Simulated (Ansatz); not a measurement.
## Sr3CoN3: field gradients at two levels of theory

Cell: a computed structure from the Materials Project (it need not be an observed phase), its atoms then relaxed with PBE in this cell.

```cif
data_Sr3CoN3
_symmetry_space_group_name_H-M 'P6_3/m'
_symmetry_Int_Tables_number 176
_cell_length_a 7.5925
_cell_length_b 7.5925
_cell_length_c 5.2777
_cell_angle_alpha 90.000
_cell_angle_beta 90.000
_cell_angle_gamma 120.000
loop_
_atom_site_label
_atom_site_type_symbol
_atom_site_symmetry_multiplicity
_atom_site_Wyckoff_symbol
_atom_site_fract_x
_atom_site_fract_y
_atom_site_fract_z
Sr Sr 6 h 0.9161 0.6386 0.2500
Co Co 2 c 0.6667 0.3333 0.7500
N N 6 h 0.8850 0.5752 0.7500
```

One atom of each set is listed.

First run. Level of theory: DFT, PBE, plane waves and PAW, scalar-relativistic, collinear spin, 420 eV cutoff, Γ-centred 5×5×6 k-points, Fermi–Dirac smearing 0.05 eV (Ansatz 0.2.0). Start moments as typed (μB): 4 on each Co, none on the rest. The program fits them to the shells of the files, so those used differ somewhat.

| site | V_zz (10²¹ V/m²) | η | m (μB) |
| --- | --- | --- | --- |
| Sr | 8.12 | 0.10 | 0.01 |
| Co | -9.98 | 0.00 | 0.76 |
| N | -1.48 | 0.80 | 0.11 |

Second run. The same atoms and settings, except that the functional is r2SCAN and the cutoff is 500 eV.

(1) What does the second run give?

Answers

(1) 

```tsv
site	V_zz	η	change of V_zz	m (μB)
Sr	8.89	0.19	+0.77	0.02
Co	9.42	0.00	+19.40	1.93
N	-1.29	0.79	–	0.24
```

The largest change of V_zz along a kept axis is on Co, from -9.98 to 9.42. In per cent, |V_zz| changes by +9 on Sr (all sites that start above 2, bar those whose gradient vanishes or changes sign or whose main axis turns by over 40°). On Sr V_xx and V_yy change places (or their axes turn by over 50°), so the two values of η hide a larger change. V_zz changes sign on Co (same axis). On N the largest principal value lies along another axis in the second run, so the two V_zz can't be compared directly. The absolute magnetisation of the cell goes from 3.0 to 7.3 μB.

With no gap above 0.1 eV, as in a metal, the gradients converge slowly in k; expect changes of a tenth or more on a denser mesh. Without spin–orbit coupling (the program notes it for Sr) the gradients can shift somewhat, as the gap is small. Semilocal functionals can leave a metal where correlation in the d or f shell opens a gap in the real compound, and that would change the values at and beside Co. With these PAW files V_zz is typically within 2 to 3 % of all-electron values, but misses above 10 % occur on Co. All moments are parallel here, as the start or the cell imposes; many such compounds order antiparallel, where fields and spin densities carried over to other atoms largely cancel.
For the first run: The run lost most of its start moments on Co; a state with other moments may lie lower. The magnetic order is the one that the run reached from its start moments, not necessarily the measured one (the real compound may not order at all).
For the second run: The largest force is 0.8 eV/Å, so the atoms aren't at the calculated equilibrium and relaxing them would move these values. The program didn't check the stability of this electronic state in full, so a lower one may lie near. The magnetic order is the one that the run reached from its start moments, not necessarily the measured one.
